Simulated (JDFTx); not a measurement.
Cd(1 0 -1 0) slab cut from bulk Cd (space group P6_3/mmc, indices of the conventional cell, lattice of the Materials Project entry mp-94, not re-optimised): 6 atoms in 6 planes, a 1x1 cell of 17.41 Å² (|a| = 2.958, |b| = 5.886 Å), 6.3 Å between the outermost planes, cell height 22.0 Å, 8×4×1 k mesh, Fermi smearing 0.01 Ha, no spin polarisation.

Profiles through the double layer of this slab, charged, in nonlinear PCM (GLSSA13), water, 1 M NaF; PBE, GBRV ultrasoft potentials, plane waves to 20/100 Ha, JDFTx (a modified build). z is the height above the outermost atoms, φ the plane-averaged electrostatic potential energy of an electron (zero in the bulk liquid), ρ_b the bound charge of solvent and ions, s the cavity shape function (0 in the solid, 1 in the liquid).

```csv
z (Å),n (e/Å³),s,φ (eV),ρ_b (10⁻³ e/Å³)
0.95,0.0922,0.00,-1.213,-0.26
1.41,0.0289,0.05,-0.362,0.84
1.87,0.0100,0.38,-0.016,2.40
2.33,0.0036,0.83,0.022,2.80
2.78,0.0013,0.99,0.019,1.43
3.24,0.0005,1.00,0.017,0.53
3.70,0.0002,1.00,0.015,0.20
4.16,0.0001,1.00,0.013,0.08
4.62,0.0000,1.00,0.011,0.03
5.08,0.0000,1.00,0.009,0.02
5.53,0.0000,1.00,0.008,0.01
5.99,0.0000,1.00,0.007,0.01
6.45,0.0000,1.00,0.006,0.00
6.91,0.0000,1.00,0.005,0.00
7.37,0.0000,1.00,0.004,0.00
```

Problem. Is the electrode positively or negatively charged, and roughly by how much?

Solution. Negatively: σ = -6.0 μC/cm² per face. The liquid's bound charge is of the opposite sign overall, and far from the surface φ decays with the screening length (3.0 Å).
